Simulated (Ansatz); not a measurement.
# Run times of several calculations on Sr₂LiTi₆N₂O₁₁

Cell: 22 atoms, space group P1, a = 3.900 Å, b = 7.788 Å, c = 9.692 Å, α = 102.14°, β = 90.01°, γ = 104.50°.

All runs are DFT with Ansatz 0.2.0 on 2 threads of Intel Xeon Processor @ 2.50GHz (Skylake/Cascade Lake) (x86_64; 62 cores open to the job, memory cap 5.0 GiB, no GPU), a shared host.

Task: Rank the runs by wall time, shortest first.
A. single point, r2SCAN, 500 eV, 9×5×4 k-points, smearing 0.05 eV
B. single point, LDA, 420 eV, 9×5×4 k-points, smearing 0.05 eV
C. single point, PBE, 420 eV, 9×5×4 k-points, smearing 0.05 eV

Result: B (8.8 min, 2 GiB), C (13 min, 2 GiB), A (19 min, 2.8 GiB).
